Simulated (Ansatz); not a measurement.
Consider the following.

TiSi:
```yaml
crystal:
  lattice:
    - [6.45370, 0.00000, 0.00000]
    - [0.00000, 3.62084, 0.00000]
    - [0.00000, 0.00000, 4.96413]
  atoms:
    - { symbol: Ti, position: [0.67604, 0.25000, 0.37068] }
    - { symbol: Ti, position: [0.32396, 0.75000, 0.62932] }
    - { symbol: Ti, position: [0.82396, 0.75000, 0.87068] }
    - { symbol: Ti, position: [0.17604, 0.25000, 0.12932] }
    - { symbol: Si, position: [0.54422, 0.25000, 0.85353] }
    - { symbol: Si, position: [0.45578, 0.75000, 0.14647] }
    - { symbol: Si, position: [0.95578, 0.75000, 0.35353] }
    - { symbol: Si, position: [0.04422, 0.25000, 0.64647] }
```

This is the PBEsol-relaxed structure.

Question: All from plane-wave PAW PBEsol (Ansatz code), unless another level is named. Estimate the electronic character.

Answer: metallic (no gap).

Question: What about the formation energy from the elements (no fitted shifts)?

Answer: -82 kJ/mol of atoms.

Question: Next, the density of states at the Fermi level?

Answer: 0.23 states/eV per atom (mean over ±0.08 eV).

Space group Pnma. The workflow started from a Materials Project entry (that database holds measured and hypothetical structures alike); the Crystallography Open Database copy checked does not list it. COD files the formula under space group No. 25. Whether it is the stable phase at ambient conditions was not checked. The cell was relaxed with PBEsol under the symmetry of its start; its stability against distortions is not shown here. The run is not spin-polarised. The references are the lowest solids computed at this level, not always the standard phases.

Potentials: the earlier of the program's two PAW sets. The files were generated under PBE; for other functionals the program regenerates the frozen cores, and for LDA and PBEsol the local potential too.
